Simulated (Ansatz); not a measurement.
**Property card for BeAl**

All numbers below come from DFT PBE, scalar-relativistic, plane waves, PAW in Ansatz.

Settings: cutoff 420 eV, Γ-centred mesh 20×20×16 on the computed 2-atom cell, Gaussian smearing of 0.10 eV; no spin polarisation.

The structure is relaxed at this level of theory with its symmetry kept, and needn't be the ground state of this composition.

```cif
data_structure
_symmetry_space_group_name_H-M 'P4/mmm'
_symmetry_Int_Tables_number 123
_cell_length_a 2.6555
_cell_length_b 2.6555
_cell_length_c 3.5807
_cell_angle_alpha 90.000
_cell_angle_beta 90.000
_cell_angle_gamma 90.000
_cell_volume 25.25
loop_
_atom_site_label
_atom_site_type_symbol
_atom_site_symmetry_multiplicity
_atom_site_Wyckoff_symbol
_atom_site_fract_x
_atom_site_fract_y
_atom_site_fract_z
_atom_site_occupancy
Be1 Be 1 c 0.50000 0.50000 0.00000 1
Al1 Al 1 b 0.00000 0.00000 0.50000 1
```

| Quantity | Value |
| --- | --- |
| Space group | P4/mmm (No. 123) |
| Volume per atom | 12.62 Å³ |
| Formation energy from the elements' standard states (uncorrected) | +0.256 eV/atom |
| Kohn–Sham band gap | none (metal) |
| Density of states at the Fermi level | 0.7 states/eV per cell |
| Bader charge by site (e) | Be (1 in the cell) 0.19, Al (1 in the cell) -0.19 |

Another cell of BeAl relaxed alike, in P6_3/mmc, lies 96 meV/atom lower, so this cell isn't the stable form at this level.

The cell was found from a structure generator's guess, not taken from experiment.
